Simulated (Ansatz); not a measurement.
**zincblende-structured BiTe**

Level of theory: DFT, r²SCAN, scalar-relativistic, no spin polarisation; plane waves to 500 eV with PAW datasets (Ansatz 0.2.0), Γ-centred 8×8×8 mesh, 0.05 eV Gaussian smearing. The datasets are Ansatz's generated set soft_2.

```yaml
crystal:
  lattice:
    - [0.00000, 3.59696, 3.59696]
    - [3.59696, 0.00000, 3.59696]
    - [3.59696, 3.59696, 0.00000]
  atoms:
    - { symbol: Bi, position: [0.00000, 0.00000, 0.00000] }
    - { symbol: Te, position: [0.25000, 0.25000, 0.25000] }
```

This is a trial structure; measured cells of the compound in the Crystallography Open Database are in space groups P-3m1, Fm-3m (rock salt).

Cell and atoms are those of this level's equilibrium.

The cell has space group F-43m (read at 0.01 Å). In it the stress is 0.00, 0.00, 0.00, 0.00, 0.00, 0.00 GPa and the largest force component 0.000 eV/Å. Each change below starts from this cell, without further relaxation. Stress is in GPa, positive in compression, in the order xx, yy, zz, yz, xz, xy; energies are counted from the cell above and are free energies with the smearing's entropy, which match forces and stress in a metal.

What happens when atom 2 (Te) is moved by 0.08 Å along y?

The energy changes by -0.5 meV per cell, and the force on it along the shift is -0.0233 eV/Å (−F/u = 0.29 eV/Å²). Stress: 0.07, -0.01, 0.07, 0.00, 0.01, 0.00.
| atom | Fx (eV/Å) | Fy | Fz |
| --- | --- | --- | --- |
| Bi1 | 0.000 | 0.023 | 0.000 |
| Te2 | 0.000 | -0.023 | 0.000 |

What stress follows from an engineering strain of 3 % in yz, atoms carried along?

0.10, -0.03, -0.03, 0.41, 0.00, 0.00 GPa; the energy changes by -3.9 meV per cell.
| atom | Fx (eV/Å) | Fy | Fz |
| --- | --- | --- | --- |
| Bi1 | -0.039 | 0.000 | 0.000 |
| Te2 | 0.039 | 0.000 | 0.000 |
The stress changes with the wrong sign for a stable crystal (a clamped-atom constant of about -13.8 GPa), so the cell is unstable against this strain on this mesh; in a metal a finer mesh can change the sign.

All atoms and the cell are disturbed at random:
```
CELL_PARAMETERS angstrom
0.05004 3.54709 3.55342
3.59887 -0.00914 3.61260
3.59480 3.60220 -0.00507
ATOMIC_POSITIONS crystal
Bi 0.03177 0.99550 0.02159
Te 0.21823 0.25450 0.22841
```
Give the energy change, the stress and the forces.

164.2 meV per cell; stress 1.98, 1.97, 1.96, 1.08, 2.61, 1.28 GPa.
```tsv
atom	Fx (eV/Å)	Fy	Fz
Bi1	-0.548	-0.873	-0.574
Te2	0.548	0.873	0.574
```

For elements this heavy, spin–orbit coupling would shift levels and gaps; it isn't included here. The cell is a metal with an odd number of electrons, and spin polarisation wasn't tried. A displaced or strained copy of the relaxed cell lay 2.1 meV/atom lower, so the structure isn't a true minimum at this level, unless the mesh, which matters in a metal, makes it so.
